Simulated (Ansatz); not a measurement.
**In₃Bi: all-electron results**

```yaml
crystal:
  lattice:
    - [6.05252, 0.00000, 0.00000]
    - [0.00000, 6.05252, 0.00000]
    - [0.00000, 0.00000, 6.05252]
  atoms:
    - { symbol: Bi, position: [0.00000, 0.00000, 0.00000] }
    - { symbol: In, position: [0.50000, 0.00000, 0.00000] }
    - { symbol: In, position: [0.00000, 0.50000, 0.00000] }
    - { symbol: In, position: [0.00000, 0.00000, 0.50000] }
```

Atom numbers follow the list: Bi1, In2, In3, In4.

The conventional cell has a = 6.053 Å, b = 6.053 Å, c = 6.053 Å, α = 90.00°, β = 90.00°, γ = 90.00°. Bi (atom 1) is surrounded by 6 In at 3.03 Å. In (atom 2) has 2 Bi at 3.03 Å as nearest neighbours.

The structure comes from a relaxation in the same program, started in the ReO3 type, and has space group Pm-3m. Whether it is a known phase or the ground state wasn't checked.

No spin–orbit coupling, which matters for the heavy atoms here.

Methods: DFT, PBEsol, all-electron LAPW, scalar-relativistic (Ansatz 0.2.0); DFT, PBEsol, PAW with Ansatz's default frozen-core files, scalar-relativistic (Ansatz 0.2.0).

For LAPW: a Γ-centred 7×7×7 k mesh, Fermi–Dirac smearing of 0.05 eV, basis error target 1 meV/atom, no spin polarisation. PAW takes a cutoff of 420 eV at this cell (files made with PBE, cores remade for this functional). The Ansatz runs share mesh, smearing and spin set-up. Values come from LAPW unless marked.

```
Band gap                                                                                                               : none: bands cross the Fermi level, a metal
Density of states at the Fermi level (0.2 eV bin)                                                                      : 2.36 states/eV per cell
Löwdin charges (with 0.09 e of the cell spilling out of the atomic basis, so their sizes and signs hang on that basis) : Bi1 0.18, In2 -0.03 e
Bader charges (from the PAW run)                                                                                       : Bi1 -0.32, In2 +0.11 e
Volume per atom                                                                                                        : 374.1 bohr³
Pressure at this cell                                                                                                  : 0.01 GPa
```
